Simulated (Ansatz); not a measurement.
## Zn3Se2S: rattling a relaxed structure

The cell was found from a structure generator's guess, not taken from experiment.

Level of theory: DFT PBE, scalar-relativistic, plane waves, PAW (Ansatz). Cutoff 420 eV; k points 12×12×2 on the computed 12-atom cell (Γ-centred); Gaussian smearing, width 0.02 eV; no spin polarisation.

The cell below (12 atoms, space group P6_3mc (No. 186)) is relaxed within its symmetry.

```
CELL_PARAMETERS angstrom
3.98002 0.00000 0.00000
-1.99001 3.44679 0.00000
0.00000 0.00000 19.60886
ATOMIC_POSITIONS crystal
Zn 0.33333 0.66667 0.99705
Zn 0.33333 0.66667 0.34000
Zn 0.33333 0.66667 0.66851
Zn 0.66667 0.33333 0.16851
Zn 0.66667 0.33333 0.49705
Zn 0.66667 0.33333 0.84000
Se 0.33333 0.66667 0.12401
Se 0.33333 0.66667 0.79503
Se 0.66667 0.33333 0.29503
Se 0.66667 0.33333 0.62401
S 0.33333 0.66667 0.46039
S 0.66667 0.33333 0.96039
```

For the test it was strained at random (σ = 1.5 % a component), the atoms were moved at random (σ = 0.10 Å), and all was relaxed again on a coarse 6×6×1 mesh (in the run’s order of axes) with 0.10 eV smearing, with no symmetry imposed.

Problem. Is the structure stable against such a distortion?

Solution. It returns, within 1 meV/atom of the unmoved cell on that mesh and with the same symmetry when read at 0.1 Å (Cmc2_1 at 0.01 Å, so small strains and shifts remain). So it is stable against the distortions that fit this cell and that this random move excites. Modes that don't fit the cell aren't tested.
